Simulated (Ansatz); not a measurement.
CsPH2O4 in space group P2_1 (No. 4; Pearson symbol mP16), r²SCAN (plane waves, PAW; program Ansatz). The conduction-band minimum lies at Γ, with 1 equivalent valley. Second derivatives d²E/dk² of the lowest band at one valley (eV·Å²), along Cartesian directions:

| direction | d²E/dk² |
|---|---|
| [100] | 16.37 |
| [010] | 15.85 |
| [001] | 16.12 |
| [110] | 16.11 |
| [101] | 16.77 |
| [011] | 15.99 |

Problem. Find the principal effective masses, the density-of-states mass and the conductivity mass.

Solution. Off-diagonal terms follow from H_xy = H[110] − (H_xx + H_yy)/2, and m*/mₑ = 7.620 eV·Å² over each eigenvalue: 0.45, 0.48, 0.49. One valley's DOS mass (m₁m₂m₃)^(1/3) = 0.47, conductivity mass 3/(Σ 1/mᵢ) = 0.47 mₑ.

Problem. What effective density of states Nc follows at 300 K for parabolic valleys?

Solution. Nc = 2.509e19 × 1 × (0.47)^(3/2) ≈ 8.1e18 cm⁻³.

The first step of the workflow began from a Materials Project structure, measured or hypothetical; the Crystallography Open Database files this formula in space group No. 4, but the cells were not matched. Whether it is the stable phase at ambient conditions was not checked. Symmetry was held in the r²SCAN relaxation; its stability against distortions is not shown here. Spin–orbit coupling is left out wherever it is not named.

Potentials: the later of the program's two PAW sets.

Edges and masses are those of Kohn–Sham bands, whose gap is no quasiparticle gap.
